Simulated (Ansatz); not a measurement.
YSe: levels along high-symmetry lines

```
CELL_PARAMETERS angstrom
0.00000 2.87500 2.87500
2.87500 0.00000 2.87500
2.87500 2.87500 0.00000
ATOMIC_POSITIONS crystal
Y 0.00000 0.00000 0.00000
Se 0.50000 0.50000 0.50000
```

Atom numbers follow the list: Y1, Se2.

The cell comes from COD entry 1527462, which wasn't checked; take it as a given geometry.

Spin polarisation is left out, and whether a magnetic state lies lower isn't shown here.

Method: DFT, LDA, all-electron LAPW, scalar-relativistic (Ansatz 0.2.0).

Sampling and basis: a Γ-centred 7×7×7 k mesh, Fermi–Dirac smearing of 0.03 eV, basis error target 0.25 meV/atom, no spin polarisation.

Points in fractions of the reciprocal vectors of this cell: Γ (0, 0, 0), X (0.5, 0, 0.5), U (0.625, 0.25, 0.625), K (0.375, 0.375, 0.75), L (0.5, 0.5, 0.5), W (0.5, 0.25, 0.75). The path joins them by straight lines in the order Γ–X–U–K–Γ–L–W–X; legs that retrace an earlier one aren't tabulated. Energies are in eV from the Fermi level.

(1) Metal or insulator at this level of theory?

(2) Tabulate bands 24 to 30, counted from the lowest band of the run, along the path.

Answers

(1) No gap opens: metallic or semimetallic.

(2) 
| k (1/Å) | point | band 24 | band 25 | band 26 | band 27 | band 28 | band 29 | band 30 |
| --- | --- | --- | --- | --- | --- | --- | --- | --- |
| 0.00 | Γ | -3.09 | -3.09 | -3.09 | -0.33 | -0.33 | -0.33 | 0.44 |
| 0.16 |  | -3.69 | -3.21 | -3.21 | -0.47 | -0.06 | -0.06 | 0.49 |
| 0.31 |  | -4.67 | -3.46 | -3.46 | -0.82 | 0.62 | 0.62 | 0.62 |
| 0.47 |  | -5.42 | -3.68 | -3.68 | -1.25 | 0.82 | 1.09 | 1.47 |
| 0.62 |  | -5.80 | -3.84 | -3.84 | -1.65 | 1.05 | 1.53 | 2.27 |
| 0.78 |  | -5.80 | -3.91 | -3.91 | -1.96 | 1.29 | 1.99 | 2.79 |
| 0.94 |  | -5.62 | -3.94 | -3.94 | -2.16 | 1.46 | 2.27 | 2.97 |
| 1.09 | X | -5.50 | -3.95 | -3.95 | -2.22 | 1.53 | 2.24 | 3.00 |
| 1.15 |  | -5.50 | -4.01 | -3.97 | -2.17 | 1.56 | 2.28 | 2.98 |
| 1.20 |  | -5.49 | -4.18 | -4.01 | -2.02 | 1.67 | 2.41 | 2.95 |
| 1.26 |  | -5.48 | -4.40 | -4.08 | -1.80 | 1.85 | 2.60 | 2.89 |
| 1.31 |  | -5.45 | -4.66 | -4.17 | -1.55 | 2.09 | 2.77 | 2.80 |
| 1.37 |  | -5.42 | -4.93 | -4.27 | -1.27 | 2.37 | 2.70 | 2.75 |
| 1.42 |  | -5.38 | -5.19 | -4.38 | -0.97 | 2.57 | 2.64 | 2.71 |
| 1.48 | U | -5.43 | -5.34 | -4.48 | -0.64 | 2.43 | 2.51 | 2.68 |
| 1.57 |  | -5.56 | -5.28 | -4.57 | -0.39 | 2.06 | 2.58 | 2.71 |
| 1.67 |  | -5.66 | -5.19 | -4.71 | 0.01 | 1.56 | 2.56 | 2.84 |
| 1.77 |  | -5.72 | -5.11 | -4.83 | 0.49 | 1.02 | 2.55 | 2.90 |
| 1.86 |  | -5.72 | -5.11 | -4.83 | 0.49 | 1.02 | 2.55 | 2.90 |
| 1.96 |  | -5.66 | -5.19 | -4.71 | 0.01 | 1.56 | 2.56 | 2.84 |
| 2.05 |  | -5.56 | -5.28 | -4.57 | -0.39 | 2.06 | 2.58 | 2.71 |
| 2.15 | K | -5.43 | -5.34 | -4.48 | -0.64 | 2.43 | 2.51 | 2.68 |
| 2.31 |  | -6.01 | -5.14 | -4.74 | 0.48 | 1.92 | 2.01 | 2.30 |
| 2.48 |  | -6.24 | -4.86 | -4.83 | 1.35 | 1.43 | 1.65 | 1.92 |
| 2.64 |  | -6.06 | -4.72 | -4.49 | 0.80 | 0.86 | 1.39 | 2.16 |
| 2.81 |  | -5.49 | -4.41 | -4.06 | 0.33 | 0.37 | 1.00 | 1.29 |
| 2.98 |  | -4.62 | -3.92 | -3.60 | -0.03 | -0.01 | 0.47 | 0.70 |
| 3.14 |  | -3.64 | -3.37 | -3.24 | -0.25 | -0.25 | -0.08 | 0.51 |
| 3.31 | Γ | -3.09 | -3.09 | -3.09 | -0.33 | -0.33 | -0.33 | 0.44 |
| 3.44 |  | -3.46 | -3.26 | -3.26 | -0.26 | -0.23 | -0.23 | 0.68 |
| 3.58 |  | -4.22 | -3.63 | -3.63 | -0.17 | 0.02 | 0.02 | 1.31 |
| 3.71 |  | -5.05 | -4.05 | -4.05 | -0.03 | 0.39 | 0.39 | 2.18 |
| 3.85 |  | -5.80 | -4.42 | -4.42 | 0.22 | 0.87 | 0.87 | 3.15 |
| 3.98 |  | -6.39 | -4.70 | -4.70 | 0.62 | 1.41 | 1.41 | 3.35 |
| 4.12 |  | -6.78 | -4.88 | -4.88 | 1.15 | 1.91 | 1.91 | 2.73 |
| 4.25 | L | -6.91 | -4.93 | -4.93 | 1.61 | 2.12 | 2.12 | 2.20 |
| 4.36 |  | -6.86 | -4.94 | -4.92 | 1.42 | 2.05 | 2.18 | 2.39 |
| 4.47 |  | -6.70 | -4.97 | -4.88 | 1.17 | 1.74 | 2.27 | 2.83 |
| 4.58 |  | -6.46 | -5.01 | -4.83 | 0.96 | 1.36 | 2.41 | 3.16 |
| 4.70 |  | -6.15 | -5.05 | -4.80 | 0.83 | 1.03 | 2.58 | 3.14 |
| 4.81 |  | -5.81 | -5.08 | -4.83 | 0.75 | 0.81 | 2.62 | 2.94 |
| 4.92 |  | -5.47 | -5.11 | -4.95 | 0.71 | 0.71 | 2.28 | 2.77 |
| 5.03 | W | -5.23 | -5.11 | -5.11 | 0.70 | 0.70 | 2.11 | 2.71 |
| 5.10 |  | -5.23 | -5.17 | -4.97 | 0.14 | 1.25 | 2.08 | 2.74 |
| 5.18 |  | -5.32 | -5.02 | -4.81 | -0.41 | 1.77 | 2.02 | 2.81 |
| 5.26 |  | -5.39 | -4.80 | -4.61 | -0.93 | 1.93 | 2.22 | 2.89 |
| 5.34 |  | -5.44 | -4.52 | -4.40 | -1.41 | 1.83 | 2.57 | 2.92 |
| 5.42 |  | -5.48 | -4.24 | -4.19 | -1.82 | 1.72 | 2.63 | 2.81 |
| 5.49 |  | -5.50 | -4.03 | -4.02 | -2.11 | 1.59 | 2.33 | 2.95 |
| 5.57 | X | -5.50 | -3.95 | -3.95 | -2.22 | 1.53 | 2.24 | 3.00 |
